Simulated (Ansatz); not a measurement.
One stationary structure of SiO$_{2}$. Space group P3₁21 (No. 152), AFLOW prototype A2B_hP9_152_c_a (as in SiO2). All values below come from PBE (plane waves to 420 eV, PAW, scalar-relativistic; Ansatz, a first-principles code).

```cif
data_O6Si3
_chemical_formula_sum 'Si3 O6'
_space_group_name_H-M_alt 'P3121'
_space_group_IT_number 152
_space_group_name_Hall 'P 31 2"'
_cell_length_a 5.02027
_cell_length_b 5.02027
_cell_length_c 5.50895
_cell_angle_alpha 90.000
_cell_angle_beta 90.000
_cell_angle_gamma 120.000
loop_
_atom_site_label
_atom_site_type_symbol
_atom_site_symmetry_multiplicity
_atom_site_Wyckoff_symbol
_atom_site_fract_x
_atom_site_fract_y
_atom_site_fract_z
_atom_site_occupancy
Si1 Si 3 a 0.52358 0.52358 0.00000 1
O1 O 6 c 0.41443 0.25596 0.20560 1
```

Question: Predict the band gap from PBE.

Answer: 5.69 eV, indirect (valence top at K, conduction bottom at Γ) (no spin-orbit coupling).

Question: What smallest direct gap does PBE give?

Answer: 6.01 eV at Γ.

No spin polarisation in the result.

The run could not lose the symmetry of its start.
